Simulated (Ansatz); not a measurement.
Zr$_{2}$SiN:
```xyz
8
Lattice="3.2616 0.0000 0.0000 -1.6308 2.8246 0.0000 0.0000 0.0000 13.4802" Properties=species:S:1:pos:R:3 pbc="T T T"
Zr     1.6308     0.9415     8.0267
Zr     0.0000     1.8831     5.4535
Zr     0.0000     1.8831     1.2866
Zr     1.6308     0.9415    12.1936
Si     1.6308     0.9415     3.3701
Si     0.0000     1.8831    10.1102
N      0.0000     0.0000     6.7401
N      0.0000     0.0000     0.0000
```

Relaxed with PBE. Special points in fractions of this cell's reciprocal vectors: Γ (0.000, 0.000, 0.000); M (0.500, 0.000, 0.000); K (0.333, 0.333, 0.000); A (0.000, 0.000, 0.500); L (0.500, 0.000, 0.500); H (0.333, 0.333, 0.500).

### Question
List the band energies nearest the Fermi level at these points for the program Ansatz at the PBE level (PAW).

### Answer
In eV from the Fermi level; about four levels below and three above (degenerate sets whole), none deeper than 8.9 eV; points with the same levels are listed once.

```csv
k,below,above
Γ,-4.70 -4.70 -3.75 -2.12 -1.18,0.21 0.22 0.22
M,-2.74 -2.51 -2.15 -2.15,0.46 0.77 1.03
K,-2.78 -2.78 -2.54 -2.54 -0.83,0.10 0.63 0.63
A,-3.07 -3.07 -0.36 -0.36,0.30 0.30 0.30 0.30
L,-2.60 -2.60 -2.15 -2.15,0.70 0.70 0.89 0.89
H,-2.41 -2.41 -0.42 -0.42,0.56 0.56 1.62 1.62
```

Space group P6_3/mmc. The start of the workflow was typed in or built on a structure type; neither database checked (COD, Materials Project) lists it. Its standing as an ambient phase is unchecked. The cell was relaxed with PBE under the symmetry of its start; whether a distortion lowers the energy is not shown. No spin polarisation was allowed. Scalar-relativistic: spin–orbit coupling is off unless named, which matters more the heavier the elements.

Potentials: the earlier of the program's two PAW sets.
